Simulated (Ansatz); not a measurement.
Mo3Si (A15, Cr3Si type)

```
CELL_PARAMETERS angstrom
      4.88448     0.00000     0.00000
      0.00000     4.88448     0.00000
      0.00000     0.00000     4.88448
ATOMIC_POSITIONS crystal
  Si 0.50000 0.50000 0.50000
  Si 0.00000 0.00000 0.00000
  Mo 0.00000 0.50000 0.25000
  Mo 0.00000 0.50000 0.75000
  Mo 0.25000 0.00000 0.50000
  Mo 0.75000 0.00000 0.50000
  Mo 0.50000 0.25000 0.00000
  Mo 0.50000 0.75000 0.00000
```

The slice is a {100} plane (indices of the conventional cell) through the point (0.500, 0.250, 0.000) (fractional), spanned by u = [100] and v = [010] in vectors of this cell: u (4.88 Å) and v (4.88 Å, at 90° to u). It covers one period; positions are fractions (u, v).

Level of theory: r2SCAN (plane waves to 500 eV, PAW, scalar-relativistic; Ansatz, a quantum-chemistry and plane-wave program). k mesh 10×10×10. These are valence fields of a PAW run, semicore shells included where kept as valence: close to a nucleus they are smooth pseudo fields. Mo3Si is run without spin polarisation. Mo3Si was relaxed with its symmetry unable to fall.

Three fields on this plane, each scaled to ten steps between its own extremes (0 low, 9 high; the total valence density on a logarithmic scale, the potential cut 8 eV below its top; x marks points blanked near nuclei; v = 0 in the bottom row):

Map A
```
|xxxxxxx5200012233322100025xxxxxx|
|xxxxxxx4101123xxxxx3211014xxxxxx|
|xxxxxx731112xxxxxxxxx211137xxxxx|
|xxxxxx42112xxxxxxxxxxx21124xxxxx|
|xxxxx631123xxxxxxxxxxx321136xxxx|
|xxx9642122xxxxxxxxxxxxx2212469xx|
|9986422123xxxxxxxxxxxxx321224689|
|8875421123xxxxxxxxxxxxx321124578|
|9986422123xxxxxxxxxxxxx321224689|
|xxx9642122xxxxxxxxxxxxx2212469xx|
|xxxxx631123xxxxxxxxxxx321136xxxx|
|xxxxxx42112xxxxxxxxxxx21124xxxxx|
|xxxxxx731112xxxxxxxxx211137xxxxx|
|xxxxxxx4101123xxxxx3211014xxxxxx|
|xxxxxxx5200012233322100025xxxxxx|
|xxxxxxx5200001122211000025xxxxxx|
|xxxxxxx5200000111110000025xxxxxx|
|xxxxxxx4100000111110000014xxxxxx|
|xxxxxx731000012222210000137xxxxx|
|xxxxxx520000123343321000025xxxxx|
|xxxxx63100012345554321000136xxxx|
|xxx963210011245676542110012369xx|
|99864210001235678765321000124689|
|88653210001235688865321000123568|
|99864210001235678765321000124689|
|xxx963210011245676542110012369xx|
|xxxxx63100012345554321000136xxxx|
|xxxxxx520000123343321000025xxxxx|
|xxxxxx731000012222210000137xxxxx|
|xxxxxxx4100000111110000014xxxxxx|
|xxxxxxx5200000111110000025xxxxxx|
|xxxxxxx5200001122211000025xxxxxx|
```

Map B
```
|xxxxxxx0025789999999875200xxxxxx|
|xxxxxxx0036899xxxxx9986300xxxxxx|
|xxxxxx001479xxxxxxxxx974100xxxxx|
|xxxxxx00258xxxxxxxxxxx85200xxxxx|
|xxxxx002479xxxxxxxxxxx974200xxxx|
|xxx2112468xxxxxxxxxxxxx8642112xx|
|3322234689xxxxxxxxxxxxx986432223|
|2223335689xxxxxxxxxxxxx986533322|
|3322234689xxxxxxxxxxxxx986432223|
|xxx2112468xxxxxxxxxxxxx8642112xx|
|xxxxx002479xxxxxxxxxxx974200xxxx|
|xxxxxx00258xxxxxxxxxxx85200xxxxx|
|xxxxxx001479xxxxxxxxx974100xxxxx|
|xxxxxxx0036899xxxxx9986300xxxxxx|
|xxxxxxx0025789999999875200xxxxxx|
|xxxxxxx1025678888888765201xxxxxx|
|xxxxxxx1135666666666665311xxxxxx|
|xxxxxxx1135555555555555311xxxxxx|
|xxxxxx112455444434444554211xxxxx|
|xxxxxx013554433333334455310xxxxx|
|xxxxx01245543323332334554210xxxx|
|xxx211245553322222223355542112xx|
|33222245664322222222234665422223|
|22222346664322222222234666432222|
|33222245664322222222234665422223|
|xxx211245553322222223355542112xx|
|xxxxx01245543323332334554210xxxx|
|xxxxxx013554433333334455310xxxxx|
|xxxxxx112455444434444554211xxxxx|
|xxxxxxx1135555555555555311xxxxxx|
|xxxxxxx1135666666666665311xxxxxx|
|xxxxxxx1025678888888765201xxxxxx|
```

Map C
```
|xxxxxxx0478875432345788740xxxxxx|
|xxxxxxx0467641xxxxx1467640xxxxxx|
|xxxxxx015653xxxxxxxxx356510xxxxx|
|xxxxxx03553xxxxxxxxxxx35530xxxxx|
|xxxxx025540xxxxxxxxxxx045520xxxx|
|xxx0025663xxxxxxxxxxxxx3665200xx|
|0000356762xxxxxxxxxxxxx267653000|
|0002467762xxxxxxxxxxxxx267764200|
|0000356762xxxxxxxxxxxxx267653000|
|xxx0025663xxxxxxxxxxxxx3665200xx|
|xxxxx025540xxxxxxxxxxx045520xxxx|
|xxxxxx03553xxxxxxxxxxx35530xxxxx|
|xxxxxx015653xxxxxxxxx356510xxxxx|
|xxxxxxx0467641xxxxx1467640xxxxxx|
|xxxxxxx0478875432345788740xxxxxx|
|xxxxxxx0479988766678899740xxxxxx|
|xxxxxxx0479998877788999740xxxxxx|
|xxxxxxx0589998877788999850xxxxxx|
|xxxxxx026899876666678998620xxxxx|
|xxxxxx047998765444567899740xxxxx|
|xxxxx03689986532223568998630xxxx|
|xxx003689987532000235789986300xx|
|00003579998642000002468999753000|
|00024689998642000002468999864200|
|00003579998642000002468999753000|
|xxx003689987532000235789986300xx|
|xxxxx03689986532223568998630xxxx|
|xxxxxx047998765444567899740xxxxx|
|xxxxxx026899876666678998620xxxxx|
|xxxxxxx0589998877788999850xxxxxx|
|xxxxxxx0479998877788999740xxxxxx|
|xxxxxxx0479988766678899740xxxxxx|
```

Assign the maps to these fields: electron localisation function (ELF); valence electron density; electrostatic potential energy of an electron, from the cell's mean.

A is the valence electron density; B is the electron localisation function (ELF); C is the electrostatic potential energy of an electron, from the cell's mean.
